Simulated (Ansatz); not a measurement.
TaAg:
```cif
data_AgTa
_chemical_formula_sum 'Ag1 Ta1'
_space_group_name_H-M_alt 'P4/mmm'
_space_group_IT_number 123
_space_group_name_Hall '-P 4 2'
_cell_length_a 2.82463
_cell_length_b 2.82463
_cell_length_c 4.33074
_cell_angle_alpha 90.000
_cell_angle_beta 90.000
_cell_angle_gamma 90.000
loop_
_atom_site_label
_atom_site_type_symbol
_atom_site_symmetry_multiplicity
_atom_site_Wyckoff_symbol
_atom_site_fract_x
_atom_site_fract_y
_atom_site_fract_z
_atom_site_occupancy
Ag1 Ag 1 a 0.00000 0.00000 0.00000 1
Ta1 Ta 1 d 0.50000 0.50000 0.50000 1
```

Relaxed at zero pressure with r²SCAN in the plane-wave PAW code Ansatz.

Question: The volume is raised by 9 % and shape and atoms relax at that volume. What pressure results, and how do the axes share the change?

Answer: -11.9 GPa; a 2.7 %, b 2.7 %, c 3.3 %; the energy rises by 63 meV/atom.

Question: Give the new structure.

Answer: 
Space group P4/mmm (No. 123); a = b = 2.9008 Å, c = 4.4758 Å, α = β = γ = 90.00°

| atom | site | symmetry | x | y | z |
|---|---|---|---|---|---|
| Ag | 1a | 4/mmm | 0.0000 | 0.0000 | 0.0000 |
| Ta | 1d | 4/mmm | 0.5000 | 0.5000 | 0.5000 |

The phase is kept; no other phase was compared at this pressure.

The start of the workflow was typed in or built on a structure type; neither database checked (COD, Materials Project) lists it. Its standing as an ambient phase is unchecked. Symmetry was held in the r²SCAN relaxation; its stability against distortions is not shown here. No spin polarisation was allowed. Its formation energy is positive at this level, so the cell may be metastable or incomplete. Axis ratios of metals converge slowly with the k-mesh, so a and c are less sure than the volume. Spin–orbit coupling is left out wherever it is not named.

Potentials: the later of the program's two PAW sets.
